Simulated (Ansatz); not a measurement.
Relaxed-ion elastic tensor of ZnS (zinc blende, F-43m) in GPa (Voigt order), plane-wave PAW PBEsol (Ansatz code); density 4.21 g/cm³, 19.21 Å³ per atom.

```
 107  64.8  64.8   0.0   0.0   0.0
64.8   107  64.8   0.0   0.0   0.0
64.8  64.8   107   0.0   0.0   0.0
 0.0   0.0   0.0  48.4   0.0   0.0
 0.0   0.0   0.0   0.0  48.4   0.0
 0.0   0.0   0.0   0.0   0.0  48.4
```

Q: Is the crystal mechanically stable?

A: Yes: the smallest eigenvalue of C is 42.2 GPa.

Q: Work out the Voigt, Reuss and Hill averages.

A: K_V = 78.9, K_R = 78.9, K_H = 78.9; G_V = 37.5, G_R = 31.9, G_H = 34.7 GPa.

Q: Give Young's modulus, Poisson's ratio, Pugh's ratio and the universal anisotropy index.

A: E = 9KG/(3K + G) = 90.8 GPa; ν = 0.31; K/G = 2.27 (ductile by the Pugh limit of 1.75); A_U = 5G_V/G_R + K_V/K_R − 6 = 0.87.

Q: Estimate the sound speeds and the Debye temperature.

A: v_l = √((K + 4G/3)/ρ) = 5450 m/s, v_t = √(G/ρ) = 2870 m/s, mean 3210 m/s; Θ = (h/k)(3n/4πV)^(1/3) v_m = 357 K.

Q: Give the Zener ratio and Young's modulus along [100], [110] and [111].

A: A = 2C44/(C11 − C12) = 2.29; 1/E = S11 − 2(S11 − S12 − S44/2)Γ with Γ = 0, 1/4, 1/3 gives 58.2, 95.1, 121 GPa.

Q: Solve the Christoffel equation for the three sound speeds along [100], [110], [111].

A: Eigenvalues of C_ijkl n_j n_l equal ρv² (piezoelectric stiffening left out). In km/s, slowest first: [100] 3.39, 3.39, 5.04; [110] 2.24, 3.39, 5.65; [111] 2.68, 2.68, 5.84.

The PBEsol relaxation kept the symmetry of its start.

Potentials: the later of the program's two PAW sets.
